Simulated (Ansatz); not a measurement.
Input deck for Ansatz 0.2.0, then the block of the output on the nuclei.

The cell is an entry of the Crystallography Open Database (COD), relaxed with PBE at fixed cell and then changed (volume scaled by 0.96, ions relaxed).

```yaml
crystal:
  lattice:
    - [-1.5783757276, 1.5783757276, 3.8773786233]
    - [1.5783757276, -1.5783757276, 3.8773786233]
    - [1.5783757276, 1.5783757276, -3.8773786233]
  atoms:
    - { symbol: Si, position: [0.3349327296, 0.3349327296, 0.0] }
    - { symbol: Si, position: [0.6650672704, 0.6650672704, 0.0] }
    - { symbol: Mo, position: [0.0, 0.0, 0.0] }
kpoints:
  mp_grid: { grid: [20, 20, 20] }
scf:
  occupations: { method: fermi_dirac, width: 0.05 }
hamiltonian:
  xc: pbe
  pseudopotentials: { kind: paw }
output:
  forces: true
  stress: true
  populations: true
  efg: { quadrupole_moments_barn: { Mo: -0.022 }, contact_densities: true }
relax:
  f_tol: 0.02
  max_steps: 60
```

```sh
ansatz run input.yaml --threads 1 --pin off --max-ram 3072MiB --backend cpu --events-out ev --progress --plain --runs-dir out
```

The run relaxes the ions first, and the block belongs to the relaxed positions.

Of the output, the block on the nuclei alone is shown; the set-up, the SCF iterations, energies, forces and stress are cut.

```
--- PAW observables at the nuclei: V_zz in 10²¹ V/m², potentials from the cell's mean, atoms counted from 1 ---
  atom   1  Si V_zz =    -1.223114   η = 0.0000   by run symmetry: allowed
            electrostatic potential = -1369.161992 V   contact ρ = 12810.266895 e/Å³
  atom   2  Si V_zz =    -1.223114   η = 0.0000   by run symmetry: allowed
            electrostatic potential = -1369.161992 V   contact ρ = 12810.266895 e/Å³
  atom   3  Mo V_zz =    -6.338950   η = 0.0000   by run symmetry: allowed   C_q = +3.3721 MHz
            electrostatic potential = -6358.954415 V   contact ρ = 595249.934154 e/Å³
```

The relaxation (3 steps) took 46 s of wall time (46 s of CPU time) and 0.67 GiB at its peak, on 1 thread of Arm Neoverse V1 (aarch64; 8 cores open to the job, memory cap 3.0 GiB, no GPU), a shared host with a load of 0.5 a core.

The run finds no gap above 0.1 eV (a metal, or nearly one), so the gradients can move by 10 % or more with the k-mesh. Without spin–orbit coupling (the program notes it for Mo) the gradients can shift somewhat, as the gap is small. At this changed cell the PBE pressure is 12 GPa.
